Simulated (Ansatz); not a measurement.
Input file for Ansatz (a quantum-chemistry and plane-wave program):

Ansatz 0.2 input:
```yaml
crystal:
  lattice:
    - [0.0, 3.9391753429, 3.9391753429]
    - [3.9391753429, 0.0, 3.9391753429]
    - [3.9391753429, 3.9391753429, 0.0]
  atoms:
    - { symbol: Pb, position: [0.25, 0.25, 0.25] }
    - { symbol: Pb, position: [0.0, 0.0, 0.0] }
    - { symbol: Au, position: [0.625, 0.625, 0.125] }
    - { symbol: Au, position: [0.625, 0.125, 0.625] }
    - { symbol: Au, position: [0.625, 0.625, 0.625] }
    - { symbol: Au, position: [0.125, 0.625, 0.625] }
kpoints:
  mp_grid: { grid: [13, 13, 13] }
hamiltonian:
  xc: lda
  pseudopotentials: { azcp: { folder: ./paw }, kind: paw }
scf:
  occupations: { method: fermi_dirac, width: 0.1 }
elastic: { mode: relaxed_ion, stencil: two_point, amplitude: 0.005, f_tol: 0.0005 }
```

Output (shortened):

```
Pseudopotential: Pb, paw, valence charge 14
Pseudopotential: Au, paw, valence charge 19
Functional definition: SPW92
Crystal: 6 atoms, lattice volume = 122.249 Å³
Basis set: ecut = 420 eV, 2421 PW (Γ)
Bands: 63, of which v1, the nominal top of the filled ones, is band 52 counted from 1 (51 counted from 0)
Symmetry: 48 space group operations
Space group: Fd-3m (ITA 227), of the structure as read, at distance tolerance 5.0e-5 Å
k-points: 84 of 2197
SCF 1 converged in 13 iterations: F = -74674.150738 eV  dr2 = 1.07e-14
Crystal: 6 atoms, lattice volume = 121.638 Å³
Symmetry: 16 space group operations
k-points: 196 of 2197
SCF 2 converged in 9 iterations: F = -74674.149511 eV  dr2 = 9.42e-14
Crystal: 6 atoms, lattice volume = 122.860 Å³
SCF 3 converged in 7 iterations: F = -74674.149244 eV  dr2 = 4.67e-14
Crystal: 6 atoms, lattice volume = 122.248 Å³
Symmetry: 8 space group operations
k-points: 343 of 2197
SCF 4 converged in 12 iterations: F = -74674.150442 eV  dr2 = 5.11e-14
relax step   1: F+E_penalty+E_count = -74674.15044194 eV  Δ(F+E_penalty+E_count) = +0.000e0 eV  max|allowed force component| = 9.342e-3 eV/Å  Δτ_max = 0.0000 Å  (12 SCF iters, accepted)
Crystal: 6 atoms, lattice volume = 122.248 Å³
SCF 5 converged in 8 iterations: F = -74674.150464 eV  dr2 = 8.37e-14
relax step   2: F+E_penalty+E_count = -74674.15046449 eV  Δ(F+E_penalty+E_count) = -2.255e-5 eV  max|allowed force component| = 4.354e-4 eV/Å  Δτ_max = 0.0025 Å  (8 SCF iters, accepted)
Crystal: 6 atoms, lattice volume = 122.248 Å³
SCF 6 converged in 2 iterations: F = -74674.150464 eV  dr2 = 3.68e-14
Crystal: 6 atoms, lattice volume = 122.248 Å³
SCF 7 converged in 12 iterations: F = -74674.150442 eV  dr2 = 5.11e-14
relax step   1: F+E_penalty+E_count = -74674.15044193 eV  Δ(F+E_penalty+E_count) = +0.000e0 eV  max|allowed force component| = 9.342e-3 eV/Å  Δτ_max = 0.0000 Å  (12 SCF iters, accepted)
Crystal: 6 atoms, lattice volume = 122.248 Å³
SCF 8 converged in 8 iterations: F = -74674.150465 eV  dr2 = 7.67e-14
relax step   2: F+E_penalty+E_count = -74674.15046453 eV  Δ(F+E_penalty+E_count) = -2.260e-5 eV  max|allowed force component| = 3.271e-9 eV/Å  Δτ_max = 0.0024 Å  (8 SCF iters, accepted)
Crystal: 6 atoms, lattice volume = 122.248 Å³
SCF 9 converged in 2 iterations: F = -74674.150465 eV  dr2 = 3.37e-14
SCF converged after 13 iterations
Free energy (F): -74674.150738 eV
Harris-Foulkes:  -74674.150738 eV  (|F-HF|=4.37e-11)
Internal energy: -74674.094370 eV  (E = F + TS)
E sigma→0 (E₀):  -74674.122554 eV
Entropy (-TS):   -0.056369 eV (-9.395 meV/atom)
Fermi energy:    16.646569 eV
--- Per-component energies (eV) ---
  E_band       = -1035.016652
  E_kinetic    = 2904.953015
  E_local      = -10202.651332  (includes V_loc(G=0)·N_el)
  E_nonlocal   = 1038.364814
  E_hartree    = 4350.688177
  E_xc         = -1268.898369
  E_vxc        = -1327.481504  (∫ρ·V_xc dr)
  E_paw        = -57968.935190  (= ΣΔE_a)
  E_vpaw       = -2149.583921  (= ΣTr[D̂ρ^β])
  E_aug_tail   = 0.005918  (compensation charges beyond the density's cutoff)
  E_ewald      = -13529.557138
  E_core_change = 1.935736  (= ΣΔE_core)
  E_smearing   = -0.056369  (= −TS)
  E_closure    =  0.000000  (closes the sum)
  Σ components = -74674.150738   (vs F -74674.150738, Δ=0.00e0)
--- Forces (eV/Å), atoms counted from 1 ---
  atom   1  Pb     0.00000000     0.00000000     0.00000000
  atom   2  Pb     0.00000000     0.00000000     0.00000000
  atom   3  Au     0.00000000     0.00000000     0.00000000
  atom   4  Au     0.00000000     0.00000000     0.00000000
  atom   5  Au     0.00000000     0.00000000     0.00000000
  atom   6  Au     0.00000000     0.00000000     0.00000000
  max |Σ_I F_I| component: 1.50e-17 eV/Å
--- Stress (GPa, compression-positive) ---
       -0.039595       0.000000       0.000000
        0.000000      -0.039595       0.000000
        0.000000       0.000000      -0.039595
  P = ⅓ Tr σ = -0.0396 GPa (-0.396 kbar)
--- Band table (eV; the first three rows and the last of 84) ---
  k-point 0: bands = ["-88.9673", "-88.9536", "-88.9536", "-88.9536", "-40.4143", "-40.2617", "-40.2617", "-40.2617", "-40.2114", "-40.2114", "-40.1169", "-40.1169", "-40.1169", "-40.1087", "-40.1087", "-40.1087", "-0.0815", "-0.0815", "-0.0815", "-0.0561", …
  k-point 1: bands = ["-88.9672", "-88.9537", "-88.9536", "-88.9536", "-40.4116", "-40.2612", "-40.2606", "-40.2606", "-40.2108", "-40.2108", "-40.1182", "-40.1182", "-40.1169", "-40.1120", "-40.1092", "-40.1092", "-0.0846", "-0.0846", "-0.0802", "-0.0524", …
  k-point 2: bands = ["-88.9668", "-88.9542", "-88.9536", "-88.9536", "-40.4042", "-40.2595", "-40.2574", "-40.2574", "-40.2089", "-40.2089", "-40.1225", "-40.1225", "-40.1214", "-40.1169", "-40.1100", "-40.1100", "-0.0900", "-0.0900", "-0.0771", "-0.0452", …
  k-point 83: bands = ["-88.9611", "-88.9598", "-88.9536", "-88.9536", "-40.3134", "-40.2943", "-40.2200", "-40.2168", "-40.1927", "-40.1851", "-40.1753", "-40.1707", "-40.1430", "-40.1334", "-40.1303", "-40.1278", "-0.1197", "-0.1171", "-0.0256", "-0.0069", …
--- Elastic constants: 2 strain directions × 2 members + reference (group order 48) ---
  dense FFT box of the reference and of every strained cell: 40×40×40
  strains applied: 11, 23; error gains: componentwise 1.00 (the most a stress slope's error grows in a printed constant), spectral 1.73 (1 for all six strains …
  C = ∂σ_k/∂η_j (tension-positive GPa; Voigt order 11 22 33 23 13 12):
       143.311    105.103    105.103      0.000      0.000      0.000
       105.103    143.311    105.103      0.000      0.000      0.000
       105.103    105.103    143.311      0.000      0.000      0.000
         0.000      0.000      0.000     29.251      0.000      0.000
         0.000      0.000      0.000      0.000     29.251      0.000
         0.000      0.000      0.000      0.000      0.000     29.251
  reference stress σ⁰ (GPa):      0.040      0.040      0.040      0.000      0.000      0.000
  moduli (Voigt/Reuss/Hill, GPa): K = 117.84/117.84/117.84   G = 25.19/24.13/24.66   E = 69.15   ν = 0.402
  mechanically stable: yes (min eigenvalue of sym C = 29.25 GPa)
  strain η (Voigt 11):  stress-route row diagonal C_11 = 143.31 GPa, energy-path curvature d²(F+E_count+ΔE)/dδ²/Ω₀ = 143.31 GPa
         δ    σ_11 (GPa)             F (eV)   n_scf  n_hpsi   n_pw
    -5.000e-3      -0.6893      -74674.1495112       9  217044   2421   relax 0 steps, max|allowed force component| 1.09e-16 eV/Å
     5.000e-3       0.7438      -74674.1492436       7  167966   2421   relax 0 steps, max|allowed force component| 1.11e-16 eV/Å
  strain η (Voigt 23):  stress-route row diagonal C_44 = 29.25 GPa, energy-path curvature d²(F+E_count+ΔE)/dδ²/Ω₀ = 29.23 GPa
         δ    σ_23 (GPa)             F (eV)   n_scf  n_hpsi   n_pw
    -5.000e-3      -0.1463      -74674.1504645       2  160583   2421   relax 2 steps, max|allowed force component| 4.35e-4 eV/Å
     5.000e-3       0.1462      -74674.1504645       2  160824   2421   relax 2 steps, max|allowed force component| 3.27e-9 eV/Å
```

Cost: around 12 core-minutes (rough) on shared cores.

The first step of the workflow began from a Materials Project structure, measured or hypothetical; the Crystallography Open Database files this formula in space group No. 227, but the cells were not matched. Its standing as an ambient phase is unchecked. Symmetry was held in the LDA relaxation; of distortions, only those at the zone centre were tested, and some modes there are weakly imaginary. As this level gives no gap, shear constants depend on the k-mesh and smearing (Fermi–Dirac, 0.1 eV here). Scalar-relativistic: spin–orbit coupling is off unless named, which matters more the heavier the elements.

Potentials: the earlier of the program's two PAW sets.

Ansatz is a plane-wave DFT program.
